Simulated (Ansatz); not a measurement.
Input file for Ansatz (a program for electronic structure):

Ansatz 0.2 input:
```yaml
crystal:
  lattice:
    - [3.1798392194, 0.0, 0.0]
    - [-1.5899196097, 2.753821544, 0.0]
    - [0.0, 0.0, 5.0831438526]
  atoms:
    - { symbol: Al, position: [0.3333333333, 0.6666666667, 0.5027147365] }
    - { symbol: Mg, position: [0.6666666667, 0.3333333333, 0.0065904503] }
    - { symbol: O, position: [0.3333333333, 0.6666666667, 0.1413010061] }
    - { symbol: N, position: [0.6666666667, 0.3333333333, 0.5993838071] }
kpoints:
  mp_grid: { grid: [10, 10, 6] }
hamiltonian:
  xc: pbesol
  pseudopotentials: { azcp: { folder: ./paw }, kind: paw }
scf:
  occupations: { method: fixed }
phonons:
  method: dfpt
  response_accuracy: low
  eigenvectors: true
  rigid_motions: translations
  dielectric: true
```

Output (shortened):

```
zone centre: on kpoints.mp_grid the ground state, and the responses unless they are solved on pairs of k-points, stand on 172 of the mesh's 600 k-points, …
Pseudopotentials: kind: paw
Pseudopotential: Al, paw, valence charge 3
Pseudopotential: Mg, paw, valence charge 10
Pseudopotential: O, paw, valence charge 6
Pseudopotential: N, paw, valence charge 5
Functional definition: PBEsol
Crystal: 4 atoms, lattice volume = 44.512 Å³
Basis set: ecut = 420 eV, 857 PW (Γ), exchange–correlation on 48×48×72 points (8 copies of the dense FFT grid, shifted against one another)
Bands: 16, of which v1, the nominal top of the filled ones, is band 12 counted from 1 (11 counted from 0)
Symmetry: 6 space group operations
k-points: 172 of 600 (irreducible under 2 space group operations, time reversal used)
PAW frozen core: Al, regenerated for the run's functional, and the local potential with it
PAW frozen core: Mg, regenerated for the run's functional, and the local potential with it
PAW frozen core: O, regenerated for the run's functional, and the local potential with it
PAW frozen core: N, regenerated for the run's functional, and the local potential with it
Initial density: superposition of atomic densities (chi_scale 0.1, normalization cell, long waves kept (reshape's long-wave potential 0.12 eV rms))
Initial wavefunctions: pseudopotential atomic-orbital guess
Eigensolver: davidson
Functional: x = pbesol(κ = 0.804, μ = 0.12345679012345678), c = pbesol(β = 0.046)
SCF iter   1: F=—  HF=-3383.199404 eV  |F-HF|=—  |Δ(HF+E_count)|=         —  Δρ=1.04e-1  dr2=6.01e0  ethr=3.10e-3  ⟨swp⟩=4.8  Hψ=13623  notcnv=0  defer=332
all-band conjugate gradients solve this SCF's bands
preconditioner: auto → none
SCF iter   2: F=—  HF=-3381.943482 eV  |F-HF|=—  |Δ(HF+E_count)|=    1.26e0  Δρ=7.17e-2  dr2=1.86e0  ethr=3.10e-3  ⟨swp⟩=3.0  Hψ=7105  notcnv=0  defer=337
SCF iter   3: F=—  HF=-3381.521985 eV  |F-HF|=—  |Δ(HF+E_count)|=   4.21e-1  Δρ=2.31e-2  dr2=1.75e-1  ethr=3.10e-3  ⟨swp⟩=2.0  Hψ=5726  notcnv=0  defer=304
SCF iter   4: F=—  HF=-3381.517070 eV  |F-HF|=—  |Δ(HF+E_count)|=   4.91e-3  Δρ=1.14e-2  dr2=5.32e-2  ethr=7.27e-4  ⟨swp⟩=2.3  Hψ=5364  notcnv=0  defer=344
SCF iter   5: F=—  HF=-3381.507957 eV  |F-HF|=—  |Δ(HF+E_count)|=   9.11e-3  Δρ=1.46e-3  dr2=4.66e-4  ethr=2.22e-4  ⟨swp⟩=2.0  Hψ=4392  notcnv=0  defer=343
SCF iter   6: F=—  HF=-3381.508102 eV  |F-HF|=—  |Δ(HF+E_count)|=   1.45e-4  Δρ=4.06e-4  dr2=3.68e-5  ethr=1.94e-6  ⟨swp⟩=2.0  Hψ=5368  notcnv=0  defer=344
SCF iter   7: F=—  HF=-3381.508135 eV  |F-HF|=—  |Δ(HF+E_count)|=   3.31e-5  Δρ=1.29e-4  dr2=3.54e-6  ethr=1.53e-7  ⟨swp⟩=2.0  Hψ=4816  notcnv=0  defer=128
SCF iter   8: F=—  HF=-3381.508138 eV  |F-HF|=—  |Δ(HF+E_count)|=   2.72e-6  Δρ=2.77e-5  dr2=2.94e-7  ethr=1.48e-8  ⟨swp⟩=2.0  Hψ=3764  notcnv=0  defer=11
SCF iter  10: F=-3381.508138 eV  HF=-3381.508138 eV  |F-HF|=1.46e-11  |Δ(HF+E_count)|=  9.30e-10  Δρ=3.40e-7  dr2=2.82e-11  ethr=1.00e-12  ⟨swp⟩=8.5  Hψ=17166  notcnv=0
SCF 1 converged in 10 iterations: F = -3381.508138 eV  dr2 = 2.82e-11
NSCF: frozen V_eff on 2 k-points
DFPT response loops at Γ: preconditioner auto → Resta (q_TF=auto, 2.461 Å⁻¹)  ε∞=4.3 (no band partly filled) …
── the response to a field inside a basis, on 10×10×6 k-points: an SCF that follows is theirs, and a resumed run solves both again ──
Crystal: 4 atoms, lattice volume = 44.512 Å³
Bands: 13, of which v1, the nominal top of the filled ones, is band 12 counted from 1 (11 counted from 0)
k-points: 165 of 600 (irreducible under 2 space group operations, time reversal used)
Initial density: handed on by an earlier stage of this run
Initial wavefunctions: pseudopotential atomic-orbital guess (no wavefunctions were taken with the density)
Eigensolver: Dense (165 Hₖ)
SCF iter   1: F=—  HF=-3381.507895 eV  |F-HF|=—  |Δ(HF+E_count)|=         —  Δρ=3.04e-4  dr2=6.82e-6  ethr=1.00e-1
all-band conjugate gradients don't solve this SCF's bands (scf.eigensolver.kind)
preconditioner: auto → none
SCF iter   2: F=—  HF=-3381.507897 eV  |F-HF|=—  |Δ(HF+E_count)|=   2.06e-6  Δρ=1.33e-4  dr2=2.18e-6  ethr=2.84e-8
SCF iter   3: F=—  HF=-3381.507898 eV  |F-HF|=—  |Δ(HF+E_count)|=   8.07e-7  Δρ=6.90e-5  dr2=5.54e-7  ethr=9.09e-9
SCF iter   4: F=-3381.507898 eV  HF=-3381.507898 eV  |F-HF|=5.82e-8  |Δ(HF+E_count)|=   1.25e-7  Δρ=1.33e-5  dr2=7.23e-8  ethr=2.31e-9
SCF 1 converged in 4 iterations: F = -3381.507898 eV  dr2 = 7.23e-8
DFPT response loops at Γ: preconditioner auto → none (the input reference at scf.mixing.eps_inf says where Resta's filter doesn't serve); β = 0.50 …
SCF converged after 10 iterations
Free energy (F): -3381.508138 eV
Harris-Foulkes:  -3381.508138 eV  (|F-HF|=1.46e-11)
Internal energy: -3381.508138 eV  (E = F + TS)
E sigma→0 (E₀):  -3381.508138 eV
Fermi energy:    6.201049 eV
--- Per-component energies (eV) ---
  E_band       = -318.686065
  E_kinetic    = 396.793974
  E_local      = -2360.140145  (includes V_loc(G=0)·N_el)
  E_nonlocal   = 292.640105
  E_hartree    = 846.480455
  E_xc         = -196.349816
  E_vxc        = -233.155510  (∫ρ·V_xc dr)
  E_paw        = -1026.259879  (= ΣΔE_a)
  E_vpaw       = -107.786880  (= ΣTr[D̂ρ^β])
  E_aug_tail   = 0.001495  (compensation charges beyond the density's cutoff)
  E_ewald      = -1334.815716
  E_core_change = 0.141388  (= ΣΔE_core)
  E_smearing   =  0.000000  (= −TS)
  E_closure    =  0.000000  (closes the sum)
  Σ components = -3381.508138   (vs F -3381.508138, Δ=0.00e0)
  [band-id]    e_kinetic+e_local+e_nonlocal+2·e_hartree+e_vxc+e_vpaw+e_augmentation_tail = -318.686050   (vs E_band -318.686065, Δ=1.56e-5)
--- Band table (eV; the first three rows and the last of 172) ---
  k-point 0: bands = ["-66.1070", "-33.0593", "-33.0593", "-33.0416", "-11.2948", "-6.8199", "1.0780", "4.4079", "4.4079", "5.8224", "6.2010", "6.2010", "9.4984", "13.4713", "16.0006", "17.8610"]
  k-point 1: bands = ["-66.1070", "-33.0593", "-33.0593", "-33.0416", "-11.2819", "-6.8657", "1.2949", "4.4127", "4.4127", "5.3397", "6.1938", "6.1938", "9.9855", "13.3537", "16.0404", "17.8119"]
  k-point 2: bands = ["-66.1070", "-33.0593", "-33.0593", "-33.0417", "-11.2556", "-6.9558", "1.8603", "4.3900", "4.4225", "4.4225", "6.1791", "6.1791", "10.9794", "12.9058", "16.2940", "17.7309"]
  k-point 171: bands = ["-66.1044", "-33.0938", "-33.0744", "-33.0359", "-10.7328", "-5.7031", "1.8175", "2.3534", "3.0132", "3.6663", "4.5931", "5.7140", "12.7006", "13.5417", "14.7903", "16.4446"]
  band table: 16 of 16 bands, residual norms ≤ 1.0e-3 eV
--- Phonons (Γ-DFPT): 8 representative perturbations + reference, on 172 of 600 k-points (Σ response iterations 23) ---
  k mesh reduced under 2 symmetry operations, with k and −k counted as one. Each operation leaves every solved perturbation unchanged …
  ASR residual: 7.057e-4 → 0.000e0 eV/Å²; symmetrization residual: 6.479e-5 eV/Å²
  ASR residual per site (eV/Å²): 7.06e-4 2.11e-4 3.91e-4 1.15e-4
  Γ frequencies (cm⁻¹): 0.00 0.00 0.00 206.00 206.00 440.77 533.58 533.58 579.69 616.11 642.19 642.19
  ε∞ (high-frequency dielectric tensor):
        3.881695     0.000000     0.000000
        0.000000     3.881695     0.000000
        0.000000     0.000000     3.774296
  ε⁰ (static dielectric tensor: ions relaxed, cell fixed):
        7.167858     0.000000     0.000000
        0.000000     7.167858     0.000000
        0.000000     0.000000     7.973372
  ε⁰ − ε∞ (ionic part):
        3.286162     0.000000     0.000000
        0.000000     3.286162     0.000000
        0.000000     0.000000     4.199076
  softest optical mode at Γ: 206.00 cm⁻¹; the repairs (sum rule, projections) moved no ω² at Γ by more than (4.71 cm⁻¹)²
  Born effective charges Z* (e; rows j = field, columns β = displacement):
    site 0:
         2.61109    0.00000    0.00000
         0.00000    2.61109    0.00000
         0.00000    0.00000    2.15912
    site 1:
         1.78469    0.00000    0.00000
         0.00000    1.78469    0.00000
         0.00000    0.00000    2.22531
    site 2:
        -1.75339    0.00000    0.00000
         0.00000   -1.75339    0.00000
         0.00000    0.00000   -2.53169
    site 3:
        -2.64239    0.00000    0.00000
         0.00000   -2.64239    0.00000
         0.00000    0.00000   -1.85273
  Z* charge neutrality: 1.056e-3 e pre-enforcement
  solved inside a basis spanned on kpoints, on 10×10×6 k-points, its susceptibility summed on 14×14×8: ε∞ is read to err by 9.8e-3, Z* by 1.1e-2 e (field_mesh …
  optical modes at Γ without the LO–TO term, one row a degenerate level:
      ω (cm⁻¹)  modes    IR ((D/Å)²/amu)
        206.00      2             0.0687
        440.77      1             8.2767
        533.58      2            14.2571
        579.69      1            13.7865
        616.11      1             1.5199
        642.19      2            35.2475
  optical modes at Γ + LO–TO along q̂ = [1.0000, 0.0000, 0.0000]:
      ω (cm⁻¹)  modes    IR ((D/Å)²/amu)
        206.00      1             0.0344
        206.52      1             0.0090
        440.77      1             8.2767
        533.58      1             7.1285
        558.96      1             0.5944
        579.69      1            13.7865
        616.11      1             1.5199
        642.19      1            17.6238
        830.93      1            24.1832
  optical modes at Γ + LO–TO along q̂ = [0.0000, 1.0000, 0.0000]:
      ω (cm⁻¹)  modes    IR ((D/Å)²/amu)
        206.00      1             0.0344
        206.52      1             0.0090
        440.77      1             8.2767
        533.58      1             7.1285
        558.96      1             0.5944
        579.69      1            13.7865
        616.11      1             1.5199
        642.19      1            17.6238
        830.93      1            24.1832
  optical modes at Γ + LO–TO along q̂ = [0.0000, 0.0000, 1.0000]:
      ω (cm⁻¹)  modes    IR ((D/Å)²/amu)
        206.00      2             0.0687
        481.35      1             0.8562
        533.58      2            14.2571
        612.26      1             0.0799
        642.19      2            35.2475
        776.36      1            22.6469
```

Cost: roughly 6 core-minutes on shared cores.

Space group P3m1. The start of the workflow was typed in or built on a structure type; neither database checked (COD, Materials Project) lists it. Its standing as an ambient phase is unchecked. The PBEsol relaxation kept the symmetry of its start; whether a distortion lowers the energy is not shown. The volume moved by -22 % from the start of the relaxation.

Potentials: the earlier of the program's two PAW sets. The files were generated under PBE; for other functionals the program regenerates the frozen cores, and for LDA and PBEsol the local potential too.

Ansatz is a plane-wave DFT program.
